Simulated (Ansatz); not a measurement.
## BiOs (rocksalt structure)

Level of theory: DFT, PBE, scalar-relativistic, no spin polarisation; plane waves to 420 eV with PAW datasets (Ansatz 0.2.0), Γ-centred 10×10×10 mesh, 0.05 eV Gaussian smearing. The datasets are Ansatz's generated set soft_2.

```xyz
2
Lattice="0.0000 2.7958 2.7958 2.7958 0.0000 2.7958 2.7958 2.7958 0.0000" Properties=species:S:1:pos:R:3 pbc="T T T"
Os    2.7958    2.7958    2.7958
Bi    0.0000    0.0000    0.0000
```

The structure was built from a prototype; whether the compound forms in it isn't claimed.

Path: Γ–X–U | K–Γ–L–W–X, with Γ = (0.000, 0.000, 0.000), X = (0.500, 0.000, 0.500), U = (0.625, 0.250, 0.625), K = (0.375, 0.375, 0.750), L = (0.500, 0.500, 0.500), W = (0.500, 0.250, 0.750) in reciprocal vectors of the calculation's cell.

Problem. Is it a metal or an insulator, and if it has a gap, where are the band edges on this path?

Solution. A metal: bands cross the Fermi level.

Bands as a text map, energy in eV from the Fermi level (dashes), each leg drawn with the same width:
```
  3.71 |            *                                   
  3.43 |           *              *       *             
  3.14 |                     *                      *   
  2.86 |          *     *                  *            
  2.57 |         *               *         *         *  
  2.29 |     ****                                     **
  2.00 |***  *        **    *****           *           
  1.71 | * **        *     *  * *           *           
  1.43 |  * *             *                  *          
  1.14 |            *                         *         
  0.86 |     **    *     *   *   *           * ******   
  0.57 |         ********   *                        *  
  0.29 |      *** * **** ***                  *       **
  0.00 |-------*****--------------*----------***********
 -0.29 |        *   *****          ************  *****  
 -0.57 |     ***         ***         *********      * **
 -0.86 | ****  *          * *      **                ***
 -1.14 |*     * **    ***  ********                   * 
 -1.43 |**   *   *****       ****                       
 -1.71 |  ***     *          *   *                   *  
 -2.00 |    *      *         *    *                     
 -2.29 |     ***    *       *                       * **
 -2.57 |  *     **   ***   **     **                 *  
 -2.86 |          *     *  *        *              **   
 -3.14 |           *     ** *        *     ***    *     
 -3.43 |            *    *            ******* *  **     
 -3.71 |   *            *          *         *****      
 -4.00 |           *****                      *******   
        Γ      X      UK       Γ       L       W       X
```

With 31 valence electrons in the calculation's cell and no magnetic order, the bands, two electrons each, can't all be full or empty: band theory demands a metal. (Only strong correlation, outside this picture, could make a Mott insulator of it.)

For elements this heavy, spin–orbit coupling would shift levels and gaps; it isn't included here.
